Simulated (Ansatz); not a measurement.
Fitting the PBE energy curve of Sr3Zn

```cif
data_structure
_symmetry_space_group_name_H-M 'Pm-3m'
_symmetry_Int_Tables_number 221
_cell_length_a 5.4799
_cell_length_b 5.4799
_cell_length_c 5.4799
_cell_angle_alpha 90.000
_cell_angle_beta 90.000
_cell_angle_gamma 90.000
_cell_volume 164.56
loop_
_atom_site_label
_atom_site_type_symbol
_atom_site_symmetry_multiplicity
_atom_site_Wyckoff_symbol
_atom_site_fract_x
_atom_site_fract_y
_atom_site_fract_z
_atom_site_occupancy
Sr1 Sr 3 c 0.00000 0.50000 0.50000 1
Zn1 Zn 1 a 0.00000 0.00000 0.00000 1
```

The cell comes from a database or a generator and needn't be the stable form of this composition.

The cell was scaled at fixed shape and fractions and run with Ansatz, Ansatz PAW, cutoff 420 eV; PBE, k mesh 5 × 5 × 5 on the cell of 4 atoms, fermi-dirac occupations of 0.05 eV, no spin polarisation, no spin-orbit coupling. Energies are those that the program minimises, any entropy of the smearing included. For a metal such a mesh isn't converged to the digits shown.

| V (Å³/atom) | energy over the lowest row (meV/atom) |
| --- | --- |
| 38.6719 | 8.140 |
| 39.4947 | 3.733 |
| 40.3175 | 1.068 |
| 41.1403 | 0.000 |
| 41.9631 | 0.385 |
| 42.7860 | ? |
| 43.6088 | 5.011 |

Problem. Fit the third-order Birch-Murnaghan form, give V0, B0 and B′, and predict the energy left open.

Solution. With y = (V0/V)^(2/3), E = E0 + (9 V0 B0/16) [(y - 1)³ B′ + (y - 1)² (6 - 4y)]. Least squares through the rows shown give V0 = 41.3238 Å³/atom, E0 = -0.035 meV, B0 = 13.91 GPa (1 eV/Å³ = 160.218 GPa) and B′ = 3.61, with a largest miss of 0.002 meV. At V = 42.7860 the form with these constants gives 2.094 meV; the run gave 2.094 meV an atom.
